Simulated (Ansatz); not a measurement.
MoN$_{2}$: from a first guess to the relaxed CdI2 type

First guess:

```yaml
crystal:
  lattice:
    - [2.88784, 0.00000, 0.00000]
    - [-1.44392, 2.50094, 0.00000]
    - [0.00000, 0.00000, 4.62054]
  atoms:
    - { symbol: Mo, position: [0.00000, 0.00000, 0.00000] }
    - { symbol: N, position: [0.33333, 0.66667, 0.25000] }
    - { symbol: N, position: [0.66667, 0.33333, 0.75000] }
```

Computed with DFT, PBE, PAW with Ansatz's default frozen-core files, scalar-relativistic (Ansatz 0.2.0).

Cell and atoms relax within the symmetry of the start on a 14×14×8 k mesh with 0.03 eV Fermi–Dirac smearing.

The start is built from a prototype, known or not as a phase of this compound; the cutoff is 420 eV.

(1) What is the pressure of the first guess?

(2) What does it relax to?

(3) How much energy does the relaxation release?

Results:

(1) 7.51 GPa.

(2) a = 2.991 Å, b = 2.991 Å, c = 5.529 Å, α = 90.00°, β = 90.00°, γ = 120.00° (conventional cell), 14.28 Å³ per atom:
Space group P-3m1 (No. 164). a = 2.991 Å, b = 2.991 Å, c = 5.529 Å, α = 90.00°, β = 90.00°, γ = 120.00°
| atom | site | symmetry | x | y | z |
| --- | --- | --- | --- | --- | --- |
| Mo | 1a | -3m. | 0.0000 | 0.0000 | 0.0000 |
| N | 2d | 3m. | 0.3333 | 0.6667 | 0.1906 |

(3) 88 meV/atom.
